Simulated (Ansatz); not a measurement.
A scan (energy against volume; even scaling of the relaxed cell, symmetry kept) gave these values. Computed with PBE (plane waves to 420 eV, PAW, scalar-relativistic; Ansatz, an electronic-structure program).

The bulk modulus B₀ (third-order Birch-Murnaghan fit) is 31.8 GPa, the pressure derivative B₀′ (fit) is 4.3 and the equilibrium volume of the fit is 17.08 Å³/atom.

**Question.** Of these crystals, all scanned alike, which one is it?
A) SiC (zinc blende)
B) LiCl (rock salt)
C) CsBr (CsCl type)
D) PbS (rock salt)

**Answer.** B, LiCl (rock salt). The others have, for the bulk modulus: PbS 52.8 GPa, SiC 212 GPa, CsBr 12.2 GPa

All were relaxed with their symmetry unable to fall. Spin-orbit coupling is left out.

(Under strain, the slope of the energy per volume gives the stress and its curvature an elastic modulus.)
